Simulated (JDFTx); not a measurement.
Reference run:

| Quantity | Value |
|---|---|
| surface | Pt(111) |
| bulk | Pt, Fm-3m, lattice of mp-126 (not re-optimised) |
| slab | 4 atoms in 4 planes, 1x1, 6.8 Å between the outermost planes |
| in-plane cell | 2.788 × 2.788 Å, 6.73 Å² |
| cell height | 22.8 Å |
| sampling | 8×8×1 k mesh, Fermi smearing 0.01 Ha, no spin polarisation |

Reference level: PBE, GBRV ultrasoft potentials, plane waves to 20/100 Ha, in JDFTx (a modified build). Unrelaxed; liquid: linear PCM (GLSSA13), water, 1 M NaF. U vs SHE = −μ/e − 4.44 V throughout (conventional absolute potential of the hydrogen electrode).

| plane-wave cutoffs | work function (eV) | U_pzc (V) | mean C below U_pzc (μF/cm²) | k states × plane waves | cycles, vacuum run | rough core time, vacuum run |
|---|---|---|---|---|---|---|
| 10/50 Ha | 5.84 | 1.06 | 13 over 0.5 V | 10 × 1563 | 18 | 30 s |
| 12/60 Ha | ___ | ___ | 13 over 0.5 V | 10 × 2053 | 18 | 30 s |
| 15/75 Ha | 5.61 | 0.96 | 13 over 0.5 V | 10 × 2877 | 19 | 40 s |
| 20/100 Ha | 5.61 | 0.96 | – | 10 × 4427 | 19 | 80 s |
| 25/125 Ha | 5.61 | 0.96 | – | 10 × 6188 | 18 | 2 min |
| 30/150 Ha | 5.61 | 0.96 | 13 over 0.5 V | 10 × 8130 | 18 | 2 min |

Q: Fill in the missing entries.

A: 
- 12/60 Ha, work function (eV): 5.67
- 12/60 Ha, U_pzc (V): 0.99

The times are rough (shared hosts); only ratios past two mean anything.
